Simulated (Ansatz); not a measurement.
# Structure optimisation: chlorine, solid Cl2 (Cmce)

Theory: DFT, revPBE, plane waves (420 eV) with PAW, scalar-relativistic in Ansatz 0.2.0. (PAW data from PBE, frozen cores regenerated.)

k-point mesh 5×5×2, Fermi-Dirac smearing 0.05 eV, no spin polarisation. Cell and atoms relax.

Starting structure:

```yaml
crystal:
  lattice:
    - [3.07265, -2.1977, 0.0]
    - [3.07265, 2.1977, 0.0]
    - [0.0, 0.0, 8.1537]
  atoms:
    - { symbol: Cl, position: [0.8763, 0.1237, 0.1025] }
    - { symbol: Cl, position: [0.6237, 0.3763, 0.6025] }
    - { symbol: Cl, position: [0.1237, 0.8763, 0.8975] }
    - { symbol: Cl, position: [0.3763, 0.6237, 0.3975] }
hamiltonian:
  xc: revpbe
  pseudopotentials:
    kind: paw
    azcp:
      Cl: "pseudopotentials/Cl.paw.azcp"
basis:
  ecutwfc: 420
  fft_grid_basis: typed
kpoints:
  mp_grid: { grid: [5, 5, 2], shift: [0, 0, 0] }
magnetization:
  spin_polarized: false
scf:
  occupations: { method: fermi_dirac, width: 0.05 }
relax:
  max_steps: 60
  f_tol: 0.01
  cell: {}
```

Problem. What cell does the relaxation end in?

Solution. Cmce with a = 8.862 Å, b = 5.718 Å, c = 9.623 Å; 60.96 Å³ per atom against 27.53 at the start (121.4 %).

Problem. How much energy does the relaxation gain?

Solution. 117.3 meV per atom.

This functional, with no dispersion term, lets the cell expand far past the measured one.
